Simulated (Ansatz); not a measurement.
# Ansatz 0.2.0, relaxation: ReAg$_{2}$Cl$_{6}$

The input file (Ansatz 0.2.0, plane waves):

```yaml
crystal:
  lattice:
    - [6.645928, 0.0, 0.0]
    - [-3.322964, 5.755548, 0.0]
    - [-3.322964, 1.918516, 5.63862]
  atoms:
    - { symbol: Re, position: [0.5, 0.5, 0.5001] }
    - { symbol: Ag, position: [0.7657, 0.2343, 0.297] }
    - { symbol: Ag, position: [0.2343, 0.7657, 0.703] }
    - { symbol: Cl, position: [0.37217, 0.26833, 0.25641] }
    - { symbol: Cl, position: [0.73167, 0.84743, 0.25641] }
    - { symbol: Cl, position: [0.15257, 0.62783, 0.25641] }
    - { symbol: Cl, position: [0.62783, 0.73167, 0.74359] }
    - { symbol: Cl, position: [0.26833, 0.15257, 0.74359] }
    - { symbol: Cl, position: [0.84743, 0.37217, 0.74359] }
  symmetry: { tolerance: 0.0003 }
kpoints:
  mp_grid: { grid: [4, 4, 4], shift: [0, 0, 0] }
magnetization:
  spin_polarized: false
scf:
  occupations: { method: fermi_dirac, width: 0.1309 }
  lower_state_search: "off"
hamiltonian:
  pseudopotentials: { kind: paw }
  xc: r2scan
basis:
  ecutwfc: 500
  fft_grid_basis: typed
relax:
  max_steps: 40
  cell: { p_target: 20.0 }
output:
  forces: true
  stress: true
  eigenvalues: true
  bader: false
  populations: true
  elf: true
  write_potential: true
  volumetric_format: npy
  dos:
    e_range: [-12, 8]
    de: 0.05
    projected: { site_lists: { Ag: [Ag], Cl: [Cl], Re: [Re] } }
  write_density: true
checkpoint:
  read: saved_state
```

Launch command:

```bash
ansatz run input.yaml --threads 2 --pin off --max-ram 2560MiB --backend cpu --events-out ev --progress --plain --runs-dir out
```

Origin of the cell: a database entry, scaled a little.

The saved state is a converged single point of the same cell.

Steps («new basis» is an SCF on plane waves selected anew at the same cell):

```tsv
step	ΔH (meV/atom)	max force component (eV/Å)	P (GPa)	volume (Å³)	SCF iterations	step was
1	0.0	0.328	-2.46	215.68	7	accepted
2	-367.7	0.559	6.23	187.44	8	accepted
3	-566.3	0.612	14.91	165.08	8	accepted
4	-605.1	0.458	23.78	148.17	8	accepted
5	-616.8	0.118	19.51	154.23	8	accepted
6	-618.3	0.064	19.86	153.56	7	accepted
7	-619.3	0.041	19.99	153.07	8	accepted
8	-619.9	0.012	20.00	153.21	8	accepted
9	-619.9	0.004	19.96	153.18	7	accepted
10	-619.2	0.004	19.94	153.18	7	new basis
11	-619.2	0.004	20.03	153.11	5	accepted
12	-619.2	0.004	20.03	153.11	5	new basis
```

Step 1, with forces in eV/Å:

```xyz
9
Lattice="6.646 0.000 0.000 -3.323 5.756 0.000 -3.323 1.919 5.639" Properties=species:S:1:pos:R:3:forces:R:3 pbc="T T T" step=1
Re    0.000    3.837    2.819    0.000    0.000    0.000
Ag    3.323    1.919    1.675    0.000    0.000   -0.015
Ag   -3.323    5.756    3.964    0.000    0.000    0.015
Cl    0.730    2.036    1.446    0.004    0.328    0.325
Cl    1.195    5.369    1.446   -0.286   -0.161    0.325
Cl   -1.924    4.105    1.446    0.282   -0.168    0.325
Cl   -0.730    5.638    4.193   -0.004   -0.328   -0.325
Cl   -1.195    2.305    4.193    0.286    0.161   -0.325
Cl    1.924    3.569    4.193   -0.282    0.168   -0.325
```

Step 2, with forces in eV/Å:

```xyz
9
Lattice="6.352 0.000 0.000 -3.176 5.501 0.000 -3.176 1.834 5.364" Properties=species:S:1:pos:R:3:forces:R:3 pbc="T T T" step=2
Re    0.000    3.667    2.682    0.000    0.000    0.000
Ag    3.176    1.834    1.597    0.000    0.000   -0.049
Ag   -3.176    5.501    3.767    0.000    0.000    0.049
Cl    0.691    1.926    1.361    0.046   -0.559   -0.430
Cl    1.163    5.136    1.361    0.461    0.320   -0.430
Cl   -1.853    3.940    1.361   -0.507    0.239   -0.430
Cl   -0.691    5.409    4.003   -0.046    0.559    0.430
Cl   -1.163    2.199    4.003   -0.461   -0.320    0.430
Cl    1.853    3.395    4.003    0.507   -0.239    0.430
```

Step 3, with forces in eV/Å:

```xyz
9
Lattice="6.120 0.000 0.000 -3.060 5.300 0.000 -3.060 1.767 5.089" Properties=species:S:1:pos:R:3:forces:R:3 pbc="T T T" step=3
Re    0.000    3.533    2.545    0.000    0.000    0.000
Ag    3.060    1.767    1.498    0.000    0.000   -0.039
Ag   -3.060    5.300    3.592    0.000    0.000    0.039
Cl    0.649    1.797    1.237   -0.154   -0.612   -0.432
Cl    1.179    4.963    1.237    0.607    0.172   -0.432
Cl   -1.828    3.840    1.237   -0.453    0.440   -0.432
Cl   -0.649    5.270    3.852    0.154    0.612    0.432
Cl   -1.179    2.104    3.852   -0.607   -0.172    0.432
Cl    1.828    3.227    3.852    0.453   -0.440    0.432
```

Step 4, with forces in eV/Å:

```xyz
9
Lattice="5.964 0.000 0.000 -2.982 5.165 0.000 -2.982 1.722 4.811" Properties=species:S:1:pos:R:3:forces:R:3 pbc="T T T" step=4
Re    0.000    3.443    2.406    0.000    0.000    0.000
Ag    2.982    1.722    1.371    0.000    0.000   -0.009
Ag   -2.982    5.165    3.440    0.000    0.000    0.009
Cl    0.582    1.664    1.109   -0.100    0.261    0.458
Cl    1.250    4.836    1.109   -0.176   -0.218    0.458
Cl   -1.832    3.829    1.109    0.276   -0.044    0.458
Cl   -0.582    5.222    3.702    0.100   -0.261   -0.458
Cl   -1.250    2.050    3.702    0.176    0.218   -0.458
Cl    1.832    3.057    3.702   -0.276    0.044   -0.458
```

Step 5, with forces in eV/Å:

```xyz
9
Lattice="6.030 0.000 0.000 -3.015 5.222 0.000 -3.015 1.741 4.898" Properties=species:S:1:pos:R:3:forces:R:3 pbc="T T T" step=5
Re    0.000    3.481    2.449    0.000    0.000    0.000
Ag    3.015    1.741    1.408    0.000    0.000   -0.118
Ag   -3.015    5.222    3.491    0.000    0.000    0.118
Cl    0.594    1.697    1.169   -0.072   -0.008   -0.068
Cl    1.248    4.888    1.169    0.044   -0.058   -0.068
Cl   -1.842    3.859    1.169    0.029    0.067   -0.068
Cl   -0.594    5.266    3.729    0.072    0.008    0.068
Cl   -1.248    2.075    3.729   -0.044    0.058    0.068
Cl    1.842    3.103    3.729   -0.029   -0.067    0.068
```

Step 6, with forces in eV/Å:

```xyz
9
Lattice="6.031 0.000 0.000 -3.015 5.223 0.000 -3.015 1.741 4.875" Properties=species:S:1:pos:R:3:forces:R:3 pbc="T T T" step=6
Re    0.000    3.482    2.438    0.000    0.000    0.000
Ag    3.015    1.741    1.360    0.000    0.000   -0.064
Ag   -3.015    5.223    3.516    0.000    0.000    0.064
Cl    0.585    1.697    1.159   -0.023   -0.028    0.025
Cl    1.253    4.881    1.159    0.036   -0.006    0.025
Cl   -1.839    3.867    1.159   -0.013    0.034    0.025
Cl   -0.585    5.267    3.717    0.023    0.028   -0.025
Cl   -1.253    2.082    3.717   -0.036    0.006   -0.025
Cl    1.839    3.096    3.717    0.013   -0.034   -0.025
```

Step 7, with forces in eV/Å:

```xyz
9
Lattice="6.031 0.000 0.000 -3.015 5.223 0.000 -3.015 1.741 4.860" Properties=species:S:1:pos:R:3:forces:R:3 pbc="T T T" step=7
Re    0.000    3.482    2.430    0.000    0.000    0.000
Ag    3.015    1.741    1.286    0.000    0.000   -0.034
Ag   -3.015    5.223    3.574    0.000    0.000    0.034
Cl    0.575    1.685    1.164    0.023    0.014    0.041
Cl    1.269    4.878    1.164   -0.023    0.013    0.041
Cl   -1.844    3.883    1.164    0.000   -0.026    0.041
Cl   -0.575    5.279    3.696   -0.023   -0.014   -0.041
Cl   -1.269    2.085    3.696    0.023   -0.013   -0.041
Cl    1.844    3.081    3.696    0.000    0.026   -0.041
```

Step 12, with forces in eV/Å:

```xyz
9
Lattice="6.014 0.000 0.000 -3.007 5.208 0.000 -3.007 1.736 4.888" Properties=species:S:1:pos:R:3:forces:R:3 pbc="T T T" step=12
Re    0.000    3.472    2.444    0.000    0.000    0.000
Ag    3.007    1.736    1.205    0.000    0.000   -0.001
Ag   -3.007    5.208    3.683    0.000    0.000    0.001
Cl    0.573    1.671    1.185    0.001   -0.003   -0.004
Cl    1.274    4.869    1.185    0.002    0.002   -0.004
Cl   -1.847    3.877    1.185   -0.003    0.001   -0.004
Cl   -0.573    5.274    3.703   -0.001    0.003    0.004
Cl   -1.274    2.076    3.703   -0.002   -0.002    0.004
Cl    1.847    3.067    3.703    0.003   -0.001    0.004
```

```yaml
Enthalpy_lowered_by: 619.2 meV/atom
Volume_change: -29.01 %
Final_pressure: 20.03 GPa
Relaxation_steps_listed: 12
```

Caveats: no moments, though an odd count or open d shells may carry them; no spin-orbit coupling, though heavy elements are present; the k mesh is coarse if the cell is a metal; the relaxation held the start's symmetry, so the end may be a saddle point.

Time: 77 s of wall time on 2 CPU thread(s) of a shared host, from a saved density.
